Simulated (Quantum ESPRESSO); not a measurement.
# Kohn-Sham bands of InP (zinc blende)

```xyz
2
Lattice="0.0000 2.9520 2.9520 2.9520 0.0000 2.9520 2.9520 2.9520 0.0000" Properties=species:S:1:pos:R:3 pbc="T T T"
In     0.0000     0.0000     0.0000
P     -1.4760    -1.4760    -1.4760
```

Materials Project entry mp-20351; symmetrised, unrelaxed at this level. COD (Crystallography Open Database) has an entry of this formula and space group (matched by these alone). Level: LDA, no spin polarisation, no spin-orbit coupling; pw.x of Quantum ESPRESSO at 56 Ry with PseudoDojo potentials, 10×10×10 k-points, Wannier90. Density: 10×10×10 mesh, Gaussian smearing 0.01 Ry. Spin-orbit coupling is left out although heavy elements are present.

List the Kohn-Sham levels between −8 and 3.4 eV relative to the valence-band maximum at the high-symmetry points, as a band run of pw.x on that density gives them (levels within 2 meV counted together).


```json
[
 {"point": "Γ", "k (reciprocal lattice)": "0.000 0.000 0.000", "levels (eV)": "0.00 (×3), 0.37"},
 {"point": "X", "k (reciprocal lattice)": "-0.500 -0.500 0.000", "levels (eV)": "-5.78, -2.28 (×2), 1.64, 2.12"},
 {"point": "U", "k (reciprocal lattice)": "-0.375 -0.375 0.250", "levels (eV)": "-5.64, -3.26, -1.91, 2.22"},
 {"point": "K", "k (reciprocal lattice)": "-0.375 0.000 0.375", "levels (eV)": "-5.64, -3.26, -1.91, 2.22"},
 {"point": "L", "k (reciprocal lattice)": "0.000 0.000 0.500", "levels (eV)": "-5.72, -0.96 (×2), 1.26"},
 {"point": "W", "k (reciprocal lattice)": "-0.500 -0.250 0.250", "levels (eV)": "-5.64, -2.91, -2.87"}
]
```
